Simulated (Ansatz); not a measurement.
The start is a generated cell, SnO2 built in the rutile structure type. The structure is fully relaxed (lattice and positions, P = 0) with PBE (plane waves to 420 eV, PAW, scalar-relativistic; Ansatz, a first-principles code). The first steps use a coarse 5×5×7 k-mesh.

Initial structure:
```yaml
crystal:
  lattice:
    - [4.91886, 0.00000, 0.00000]
    - [0.00000, 4.91886, 0.00000]
    - [0.00000, 0.00000, 3.16777]
  atoms:
    - { symbol: Sn, position: [0.00000, 0.00000, 0.00000] }
    - { symbol: Sn, position: [0.50000, 0.50000, 0.50000] }
    - { symbol: O, position: [0.30496, 0.30496, 0.00000] }
    - { symbol: O, position: [0.80496, 0.19504, 0.50000] }
    - { symbol: O, position: [0.19504, 0.80496, 0.50000] }
    - { symbol: O, position: [0.69504, 0.69504, 0.00000] }
```

How much energy is released per atom?

0.01 eV/atom.

How does the volume change?

-1.5 %, from 12.77 to 12.58 Å³/atom.

How do the shortest distances between atoms change?

The closest pairs of elements (up to four, under 3.6 Å), start → end: O–Sn 2.09 → 2.09 Å; O–O 2.71 → 2.64 Å; Sn–Sn 3.17 → 3.24 Å.

Is the relaxed structure metallic? Give its gap.

0.68 eV, direct at Γ (no spin-orbit coupling).

The space group stays P4₂/mnm (No. 136) (the run could not lower it); the end is rutile type, with 6 atoms in the primitive cell. Final values are on a 7×7×10 k-mesh of the relaxed cell. No spin polarisation in the result.

The run could not lose the symmetry of its start.
